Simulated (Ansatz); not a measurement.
**Computed properties of NaCoO₂**

NaCoO₂:
```yaml
crystal:
  lattice:
    - [1.44486, 0.83419, 5.12188]
    - [-1.44486, 0.83419, 5.12188]
    - [0.00000, -1.66838, 5.12188]
  atoms:
    - { symbol: Na, position: [0.00000, 0.00000, 0.00000] }
    - { symbol: Co, position: [0.50000, 0.50000, 0.50000] }
    - { symbol: O, position: [0.22915, 0.22915, 0.22915] }
    - { symbol: O, position: [0.77085, 0.77085, 0.77085] }
```

Space group R-3m (No. 166); conventional cell a = b = 2.8897 Å, c = 15.3656 Å, α = β = 90.00°, γ = 120.00°.

Method: PBEsol (plane waves, PAW; program Ansatz). The cell and atoms are relaxed at this level. Other levels are named where they apply.

### Cell and energy

```
Quantity                                                              Value
-----------------------------------------------------  --------------------
Volume per atom                                                     9.26 Å³
Density                                                          5.11 g/cm³
Formation energy from the elements (no fitted shifts)  -129 kJ/mol of atoms
```

### Electronic structure

```
Quantity                                                                                                                       Result
----------------------------------------  -------------------------------------------------------------------------------------------
Band gap                                                                                                           0.84 eV (indirect)
Valence-band maximum                      off the standard path, at k = (0.375, 0.375, -0.464) in fractions of the reciprocal vectors
Conduction-band minimum                   off the standard path, at k = (0.234, 0.234, -0.497) in fractions of the reciprocal vectors
Smallest direct gap on the standard path                                                                                      0.93 eV
Electron effective mass                                                                          0.67, 1.4, 1.7 mₑ (principal values)
Hole effective mass                                                                                2.2, 5.6, 10 mₑ (principal values)
HSE06 gap on the PBEsol cell                                                                                                  4.08 eV
```

### Mechanics

```
Quantity                                                                                                    Result
--------------------------------------------  --------------------------------------------------------------------
Bulk modulus (Birch–Murnaghan fit)                                                                         148 GPa
Pressure derivative B′                                                                                         4.6
Elastic constants (relaxed ions, GPa)         C11 = 336, C12 = 94.0, C13 = 76.7, C14 = 23.4, C33 = 227, C44 = 75.5
Mechanical stability                                                        stable (all eigenvalues of C positive)
Hill bulk and shear moduli                                                                        152 and 93.0 GPa
Young's modulus                                                                                            232 GPa
Poisson's ratio                                                                                               0.25
Debye temperature from the elastic constants                                                                 671 K
```

### Dielectric response

```
Property                                                         Result
----------------------------------------  -----------------------------
Electronic dielectric constant ε∞ (DFPT)      10.0 (xx = yy), 4.14 (zz)
Born charges (a third of the trace)       Na +1.14, Co +1.97, O -1.55 e
```

### Charges

```
Quantity                              Result
-------------  -----------------------------
Bader charges  Na +0.84, Co +1.29, O -1.06 e
```

The first step of the workflow began from a Materials Project structure, measured or hypothetical; the Crystallography Open Database copy checked does not list it. Its standing as an ambient phase is unchecked. The cell was relaxed with PBEsol under the symmetry of its start; whether a distortion lowers the energy is not shown. The run is not spin-polarised. No Hubbard U is applied. The references are the lowest solids computed at this level, not always the standard phases (solids in place of the gases).

Potentials: the later of the program's two PAW sets.
